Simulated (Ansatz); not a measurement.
SiO2:
```
CELL_PARAMETERS angstrom
      4.94920     0.00000     0.00000
     -2.47460     4.28613     0.00000
      0.00000     0.00000     5.44188
ATOMIC_POSITIONS crystal
  Si 0.52964 0.52964 0.00000
  Si 0.47036 0.00000 0.33333
  Si 0.00000 0.47036 0.66667
  O  0.26694 0.41251 0.78550
  O  0.58749 0.85443 0.11884
  O  0.14557 0.73306 0.45217
  O  0.41251 0.26694 0.21450
  O  0.85443 0.58749 0.88116
  O  0.73306 0.14557 0.54783
```

Relaxed with PBEsol. Independent-particle spectrum: no excitons, no local fields, no scissors shift; 0.1 eV broadening; ε₁ of the summed bands alone.

Task: Tabulate the dielectric function from PBEsol (plane waves, PAW; program Ansatz).

Result: 

| E (eV) | ε₁ xx | ε₂ xx | ε₁ zz | ε₂ zz |
|---|---|---|---|---|
| 0.0 | 2.46 | 0.00 | 2.47 | 0.00 |
| 0.3 | 2.46 | 0.00 | 2.48 | 0.00 |
| 0.6 | 2.46 | 0.00 | 2.48 | 0.00 |
| 0.9 | 2.46 | 0.00 | 2.48 | 0.00 |
| 1.2 | 2.47 | 0.00 | 2.49 | 0.00 |
| 1.5 | 2.48 | 0.00 | 2.50 | 0.00 |
| 1.8 | 2.49 | 0.00 | 2.51 | 0.00 |
| 2.1 | 2.50 | 0.00 | 2.52 | 0.00 |
| 2.4 | 2.52 | 0.00 | 2.54 | 0.00 |
| 2.7 | 2.54 | 0.00 | 2.56 | 0.00 |
| 3.0 | 2.56 | 0.00 | 2.58 | 0.00 |
| 3.3 | 2.58 | 0.00 | 2.60 | 0.00 |
| 3.6 | 2.61 | 0.00 | 2.63 | 0.00 |
| 3.9 | 2.64 | 0.00 | 2.66 | 0.00 |
| 4.2 | 2.67 | 0.00 | 2.70 | 0.00 |
| 4.5 | 2.71 | 0.00 | 2.74 | 0.00 |
| 4.8 | 2.76 | 0.00 | 2.79 | 0.00 |
| 5.1 | 2.81 | 0.00 | 2.84 | 0.00 |
| 5.4 | 2.88 | 0.00 | 2.90 | 0.00 |
| 5.7 | 2.95 | 0.00 | 2.98 | 0.00 |
| 6.0 | 3.04 | 0.00 | 3.07 | 0.00 |
| 6.3 | 3.14 | 0.00 | 3.18 | 0.00 |
| 6.6 | 3.29 | 0.01 | 3.33 | 0.00 |
| 6.9 | 3.48 | 0.03 | 3.53 | 0.01 |
| 7.2 | 3.82 | 0.17 | 3.91 | 0.18 |
| 7.5 | 3.90 | 0.49 | 3.99 | 0.51 |
| 7.8 | 3.96 | 0.68 | 4.05 | 0.70 |
| 8.1 | 4.06 | 0.84 | 4.18 | 0.88 |
| 8.4 | 4.22 | 1.05 | 4.39 | 1.11 |
| 8.7 | 4.42 | 1.39 | 4.77 | 1.50 |
| 9.0 | 4.68 | 2.11 | 5.26 | 3.17 |
| 9.3 | 4.31 | 2.81 | 3.70 | 3.62 |
| 9.6 | 3.88 | 2.95 | 2.79 | 3.74 |
| 9.9 | 3.51 | 3.72 | 1.92 | 2.83 |
| 10.2 | 2.36 | 3.44 | 2.46 | 2.19 |
| 10.5 | 2.07 | 3.26 | 2.58 | 2.66 |
| 10.8 | 1.52 | 2.74 | 1.99 | 2.49 |
| 11.1 | 1.72 | 2.48 | 2.02 | 2.11 |
| 11.4 | 1.85 | 2.19 | 2.85 | 2.49 |
| 11.7 | 2.15 | 2.69 | 1.56 | 2.71 |
| 12.0 | 1.72 | 2.88 | 1.48 | 2.31 |

With all bands, ε∞ without local fields is 2.61 (xx = yy), 2.62 (zz). DFPT, with local fields, gives 2.49 (xx = yy), 2.52 (zz).

Space group P3_121. The cell was relaxed with PBEsol under the symmetry of its start.

Potentials: the earlier of the program's two PAW sets.
